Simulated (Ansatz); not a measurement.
Harmonic vibrational thermodynamics of Ag (fcc (Cu type), Fm-3m) at fixed volume, the program Ansatz at the LDA level (PAW). The rows extrapolate the 0 K crystal and know nothing of melting or changes of phase.

| T (K) | F_vib (meV/atom) | S (J/K per mol of atoms) | C_V (J/K per mol of atoms) |
|---|---|---|---|
| 50 | ? | 5.1 | ? |
| 100 | 16.4 | ? | ? |
| 200 | -8.3 | 30.7 | 23.3 |
| 300 | -45.4 | 40.3 | 24.2 |
| 400 | -90.9 | 47.3 | 24.5 |
| 600 | -200.1 | 57.3 | 24.7 |
| 800 | -326.6 | 64.4 | 24.8 |
| 1000 | ? | 70.0 | ? |

Task: What belongs in the gaps?

Result: 
- 1000, F_vib (meV/atom): -466.1
- 1000, C_V (J/K per mol of atoms): 24.9
- 100, C_V (J/K per mol of atoms): 19.3
- 100, S (J/K per mol of atoms): 15.7
- 50, C_V (J/K per mol of atoms): 10.6
- 50, F_vib (meV/atom): 21.8

The cell keeps a stress of up to 0.2 GPa. The cell was relaxed with LDA under the symmetry of its start. The run is not spin-polarised. Spin–orbit coupling is left out wherever it is not named.

Potentials: the earlier of the program's two PAW sets. The files were generated under PBE; for other functionals the program regenerates the frozen cores, and for LDA and PBEsol the local potential too.
